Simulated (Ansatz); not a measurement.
Input and command of a plane-wave DFT calculation in Ansatz:

```yaml
crystal:
  lattice:
    - [4.831349666, 0.0, 0.0]
    - [0.0, 4.831349666, 0.0]
    - [0.0, 0.0, 4.831349666]
  atoms:
    - { symbol: W, position: [0.5, 0.7492309968, 0.0] }
    - { symbol: W, position: [0.0, 0.4989209511, 0.75] }
    - { symbol: W, position: [0.25, -0.0010790489, 0.5] }
    - { symbol: W, position: [0.5, 0.2492309968, 0.0] }
    - { symbol: W, position: [0.0, 0.4989209511, 0.25] }
    - { symbol: W, position: [0.75, -0.0010790489, 0.5] }
    - { symbol: O, position: [0.5, 0.5336344937, 0.5] }
    - { symbol: O, position: [0.0, 0.0336344937, 0.0] }
basis:
  ecutwfc: 420
kpoints:
  mp_grid: { grid: [8, 8, 8] }
hamiltonian:
  xc: pbesol
scf:
  occupations: { method: gaussian, width: 0.15 }
output:
  forces: true
  stress: true
  eigenvalues: true
```

```bash
ansatz run input.yaml --threads 2 --pin off --max-ram 5120MiB --backend cpu --events-out ev --progress --plain --runs-dir out
```

Processor: Intel(R) Xeon(R) Processor @ 2.70GHz, 2 threads, on a host shared with other jobs.

Task: How long does it run, and how much memory does it take?

Result: About 18 s on 2 threads of Intel(R) Xeon(R) Processor @ 2.70GHz, with other jobs on the host, peak memory 0.62 GiB. It solves 58 bands at 75 k points (the mesh reduced by symmetry) with about 2205 plane waves, in 7 SCF iterations.
